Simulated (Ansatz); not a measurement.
Theory: DFT PBE, scalar-relativistic, plane waves, PAW (Ansatz 0.2.0). All cells share a 420 eV cutoff and Γ-centred k meshes spaced at most about 0.3 Å⁻¹ (about 0.25 or finer for metals, 2π included). Collinear spin in cells that started with moments and kept them past the coarse steps, no spin elsewhere.

These are static total energies at zero pressure. Lower structures may exist.

Question: Order these relaxed structures of In2CuO4 by energy, lowest first, with the energy over the lowest of them.
A.

```
CELL_PARAMETERS angstrom
-1.91846 1.91846 5.68262
1.91846 -1.91846 5.68262
1.91846 1.91846 -5.68262
ATOMIC_POSITIONS crystal
In 0.34624 0.34624 0.00000
In 0.65376 0.65376 0.00000
Cu 0.00000 0.00000 0.00000
O 0.50000 0.00000 0.50000
O 0.00000 0.50000 0.50000
O 0.75000 0.25000 0.50000
O 0.25000 0.75000 0.50000
```

B.

```
CELL_PARAMETERS angstrom
6.81071 0.00000 0.00000
-3.40536 5.89825 0.00000
0.00000 0.00000 3.51430
ATOMIC_POSITIONS crystal
In 0.33333 0.66667 0.00000
In 0.66667 0.33333 0.00000
Cu 0.00000 0.00000 0.00000
O 0.00000 0.00000 0.50000
O 0.50000 0.00000 0.00000
O 0.00000 0.50000 0.00000
O 0.50000 0.50000 0.00000
```

C.

```
CELL_PARAMETERS angstrom
0.00000 3.17090 5.60608
3.10419 0.00000 5.60608
3.10419 3.17090 0.00000
ATOMIC_POSITIONS crystal
In 0.00000 0.50000 0.00000
In 0.50000 0.00000 0.50000
Cu 0.50000 0.50000 0.50000
O 0.76767 0.23233 0.76767
O 0.23233 0.76767 0.23233
O 0.50000 0.00000 0.00000
O 0.00000 0.50000 0.50000
```

Answer: A (0 meV/atom), B (502 meV/atom), C (789 meV/atom). Forms: A I4/mmm, moments up to 0.0 μB; B P6/mmm, moments up to 0.4 μB; C Fmmm, no spin. Counting O atoms around Cu and In (those within 1.25 times the shortest such distance or 1.15 times the sum of covalent radii; a plus sign parts nearer from farther groups): A has In 4+4, Cu 4; B has In 3, Cu 2; C has In 4, Cu 2.

In such compounds of Cu a zero gap at this level may well be an artefact, since no Hubbard U is applied. In Fmmm an odd number of electrons in the primitive cell allows no gap without spin; a larger cell or a magnetic state could open one. Another magnetic order may lie lower. The I4/mmm cell at 12.0 Å³/atom was relaxed from a cell as deposited in COD. Cells relaxed within their symmetry can be saddle points. Some structure types and database cells were kept out of the candidates from the start, so a known form may be missing.
